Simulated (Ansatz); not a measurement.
Ansatz input

```yaml
crystal:
  lattice:
    - [0.0, 3.6804005337, 3.6804005337]
    - [3.6804005337, 0.0, 3.6804005337]
    - [3.6804005337, 3.6804005337, 0.0]
  atoms:
    - { symbol: Rb, position: [0.0, 0.0, 0.0] }
hamiltonian:
  xc: blyp
  pseudopotentials:
    kind: paw
    azcp:
      Rb: "pseudopotentials/Rb.paw.azcp"
basis:
  ecutwfc: 420
  fft_grid_basis: typed
kpoints:
  mp_grid: { grid: [9, 9, 9], shift: [0, 0, 0] }
magnetization:
  spin_polarized: false
scf:
  occupations: { method: fermi_dirac, width: 0.1 }
  lower_state_search: "off"
output:
  stress: true
```

Output

```
Engine: ansatz 0.2.0, x86_64-unknown-linux-gnu
Pseudopotentials: kind: paw
Pseudopotential: Rb, paw, valence charge 9, recommended cutoff 420 eV (normal) 
Functional definition: BLYP
  parameter beta = 0.0042
  parameter a = 0.04918
  parameter b = 0.132
  parameter c = 0.2533
  parameter d = 0.349
  exchange = b88_x(beta = beta)
  correlation = lyp_c(a = a, b = b, c = c, d = d)
Crystal: 1 atoms, lattice volume = 99.705 Å³
Basis set: ecut = 420 eV, 1917 PW (Γ), exchange–correlation on 72×72×72 points (8 copies of the dense FFT grid, shifted against one another)
Bands: 9, of which v1, the nominal top of the filled ones, is band 5 counted from 1 (4 counted from 0)
Symmetry: 48 space group operations
Space group: Fm-3m (ITA 225), of the structure as read, at distance tolerance 4.6e-5 Å
k-points: 35 of 729
Non-local potential: Rb, projectors of the file, l = 0: 3, l = 1: 2, l = 2: 2
PAW form: soft (Blöchl's): semilocal exchange-correlation on the pseudo side does not see the compensation charge
PAW frozen core: Rb, regenerated for the run's functional, and the local potential with it (the file was generated under x = pbe(κ = 0.804, μ = 0.2195149727645171), c = pbe(β = 0.06672455060314922))
PAW one-centre angular grid: Rb, 110 points (default); XC on 64 Gauss nodes
Initial density: superposition of atomic densities (neutral atoms: chi_scale 0, normalization atom), corrected by the library's trained network
Initial wavefunctions: pseudopotential atomic-orbital guess
Functional: x = b88, c = lyp
SCF iter   1: F=—  HF=-3279.656476 eV  |F-HF|=—  |Δ(HF+E_count)|=         —  Δρ=1.99e-3  dr2=2.19e-3  ethr=1.77e-3  ⟨swp⟩=7.3  Hψ=2622  notcnv=0
SCF iter   2: F=—  HF=-3279.658372 eV  |F-HF|=—  |Δ(HF+E_count)|=   1.90e-3  Δρ=1.12e-3  dr2=1.08e-3  ethr=2.43e-5  ⟨swp⟩=2.1  Hψ=689  notcnv=0
SCF iter   3: F=—  HF=-3279.660173 eV  |F-HF|=—  |Δ(HF+E_count)|=   1.80e-3  Δρ=2.38e-4  dr2=1.79e-4  ethr=1.20e-5  ⟨swp⟩=2.2  Hψ=375  notcnv=0
SCF iter   4: F=—  HF=-3279.660654 eV  |F-HF|=—  |Δ(HF+E_count)|=   4.81e-4  Δρ=1.03e-4  dr2=3.40e-5  ethr=1.99e-6  ⟨swp⟩=3.0  Hψ=459  notcnv=0
SCF iter   5: F=—  HF=-3279.660752 eV  |F-HF|=—  |Δ(HF+E_count)|=   9.83e-5  Δρ=3.66e-5  dr2=2.27e-6  ethr=3.78e-7  ⟨swp⟩=2.2  Hψ=457  notcnv=0
SCF iter   6: F=—  HF=-3279.660773 eV  |F-HF|=—  |Δ(HF+E_count)|=   2.11e-5  Δρ=1.70e-5  dr2=7.13e-7  ethr=2.52e-8  ⟨swp⟩=2.0  Hψ=458  notcnv=0
SCF iter   7: F=-3279.660778 eV  HF=-3279.660778 eV  |F-HF|=1.52e-7  |Δ(HF+E_count)|=   5.05e-6  Δρ=5.32e-6  dr2=4.42e-8  ethr=1.11e-9  ⟨swp⟩=3.7  Hψ=1287  notcnv=0
SCF 1 converged in 7 iterations: F = -3279.660778 eV  dr2 = 4.42e-8
SCF converged after 7 iterations
Free energy (F): -3279.660778 eV
Harris-Foulkes:  -3279.660778 eV  (|F-HF|=1.52e-7)
Internal energy: -3279.629709 eV  (E = F + TS)
E sigma→0 (E₀):  -3279.645243 eV
Entropy (-TS):   -0.031070 eV (-31.070 meV/atom)
Fermi energy:    2.003565 eV
--- Per-component energies (eV) ---
  E_band       = -120.144688
  E_kinetic    = 190.374174
  E_local      = -728.524037  (includes V_loc(G=0)·N_el)
  E_nonlocal   = 174.708822
  E_hartree    = 206.568659
  E_xc         = -127.252926
  E_vxc        = -132.383743  (∫ρ·V_xc dr)
  E_paw        = -2632.329881  (= ΣΔE_a)
  E_vpaw       = -37.459806  (= ΣTr[D̂ρ^β])
  E_aug_tail   = -0.000001  (compensation charges beyond the density's cutoff)
  E_ewald      = -363.252003
  E_core_change = 0.077485  (= ΣΔE_core)
  E_smearing   = -0.031070  (= −TS)
  E_closure    = 0.000000  (closes the sum)
  Σ components = -3279.660778   (vs F -3279.660778, Δ=0.00e0)
--- Stress (GPa, compression-positive) ---
       -0.085211       0.000000      -0.000000
       -0.000000      -0.085211       0.000000
        0.000000       0.000000      -0.085211
  P = ⅓ Tr σ = -0.0852 GPa (-0.852 kbar)
```
